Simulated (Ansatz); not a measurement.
Si:
```cif
data_Si4
_chemical_formula_sum 'Si4'
_space_group_name_H-M_alt 'P 1'
_space_group_IT_number 1
_cell_length_a 3.83230
_cell_length_b 3.83230
_cell_length_c 6.34087
_cell_angle_alpha 90.000
_cell_angle_beta 90.000
_cell_angle_gamma 120.000
loop_
_space_group_symop_operation_xyz
  'x, y, z'
loop_
_atom_site_label
_atom_site_type_symbol
_atom_site_fract_x
_atom_site_fract_y
_atom_site_fract_z
_atom_site_occupancy
Si1 Si 0.33333 0.66667 0.06306 1
Si2 Si 0.66667 0.33333 0.93694 1
Si3 Si 0.66667 0.33333 0.56306 1
Si4 Si 0.33333 0.66667 0.43694 1
```

This is the r²SCAN-relaxed structure.

**Question.** All from DFT-r²SCAN in the program Ansatz with PAW potentials, unless another level is named. Estimate the Debye temperature from the elastic constants.

**Answer.** 655 K.

**Question.** Predict the vibrational entropy at 300 K.

**Answer.** 18.9 J/(K·mol of atoms).

Space group P6_3/mmc. The first step of the workflow began from a Materials Project structure, measured or hypothetical; the Crystallography Open Database copy checked does not list it. It is not the phase usual at ambient conditions (space group No. 227). The cell was relaxed with r²SCAN under the symmetry of its start; phonons on a q-mesh show no instability.

Potentials: the earlier of the program's two PAW sets.
